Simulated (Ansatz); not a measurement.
## Forms of ScIn2Se2: one energy to predict

Method: Ansatz 0.2.0, DFT PBE, scalar-relativistic, plane waves, PAW. All cells share a 420 eV cutoff and Γ-centred k meshes spaced about 0.3 Å⁻¹ or finer (0.25 for metals, 2π included). No spin polarisation.

Temperature and zero-point effects are left out. Rows are sorted by volume; energies count from the lowest form computed. Coordination counts Se atoms around In and Sc (those within 1.25 times the shortest such distance or 1.15 times the sum of covalent radii, 1.27 where that leaves under three; the shortest distance is added where it exceeds 1.18 times the sum of covalent radii).

| row | form | source | atoms | coordination | V (Å³/atom) | gap on mesh (eV) | ΔE (meV/atom) |
| --- | --- | --- | --- | --- | --- | --- | --- |
| 1 | P-3m1 | invented | 5 | Sc 6, In 3 from 3.2 Å | 26.6 | 0 | 2 |
| 2 | P-6m2 | invented | 5 | Sc 6, In 3 from 3.2 Å | 27.2 | 0 | ? |
| 3 | P6_3/mmc | invented | 10 | Sc 6, In 3 from 3.2 Å | 27.6 | 0 | 1 |
| 4 | R-3m | invented | 5 | Sc 6, In 3 from 3.2 Å | 27.7 | 0 | 4 |
| 5 | P-3m1 | invented | 5 | Sc 6, In 3 from 3.2 Å | 27.7 | 0 | 0 |

The cell of row 2:

```xyz
5
Lattice="3.7363 0.0000 0.0000 -1.8682 3.2358 0.0000 0.0000 0.0000 11.2465" Properties=species:S:1:pos:R:3 pbc="T T T"
Sc    0.0000    0.0000    0.0000
In    1.8682    1.0786    4.0518
In    1.8682    1.0786    7.1947
Se    0.0000    2.1572    1.6649
Se    0.0000    2.1572    9.5816
```

Problem. Estimate the missing energy, and say where the row ranks.

Solution. 67 meV/atom, which puts it above row 4, the highest in the table. Counting Se atoms around In and Sc, row 2 and the lowest form (row 5) both have Sc 6, In 3 from 3.2 Å.

An observed structure of this formula, if there is one, may be missing.

In P-3m1 at 27.7 Å³/atom, P-3m1 at 26.6 Å³/atom, R-3m, P-6m2 an odd number of electrons in the primitive cell allows no gap without spin; a larger cell or a magnetic state could open one. Cells relaxed within their symmetry can be saddle points. Some types were kept out of the candidates beforehand, so the set may lack a known form.
